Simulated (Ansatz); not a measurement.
Band structure of Si

```xyz
2
Lattice="-2.2510 2.3685 1.2750 2.2510 -2.3685 1.2750 2.2510 2.3685 -1.2750" Properties=species:S:1:pos:R:3 pbc="T T T"
Si    0.0000    1.1843    1.4204
Si    2.2510    1.1843   -0.1453
```

Atom numbers follow the list: Si1, Si2.

The cell comes from COD entry 9011656, which wasn't checked; take it as a given geometry.

Theory: DFT, LDA, all-electron LAPW, scalar-relativistic in Ansatz 0.2.0.

Numerical set-up: a Γ-centred 16×16×16 k mesh, Fermi–Dirac smearing of 0.05 eV, basis error target 0.5 meV/atom, no spin polarisation.

Points in fractions of the reciprocal vectors of this cell: Γ (0, 0, 0), X (0.5, -0.5, 0.5), F0 (0.476, -0.476, 0.524), Σ0 (-0.476, 0.476, 0.476), Λ0 (0.322, 0.322, -0.322), G0 (0.678, -0.322, 0.322). The path joins them by straight lines in the order Γ–X–F0–Σ0–Γ–Λ0–G0–X–Γ; legs that retrace an earlier one aren't tabulated. Energies are in eV from the Fermi level.

**Question.** List the levels at G0 between -8 and 1.5 eV.

**Answer.** -6.53, -5.95, -5.16, -5.07, -4.71.

**Question.** List the levels at Γ between -8 and 1.5 eV.

**Answer.** -2.95, -2.46, -1.70, 1.15.

**Question.** List the levels at Λ0 between -8 and 1.5 eV.

**Answer.** -6.53, -5.95, -5.16, -5.07, -4.71.

**Question.** What is the band gap?

**Answer.** none: bands cross the Fermi level, a metal.
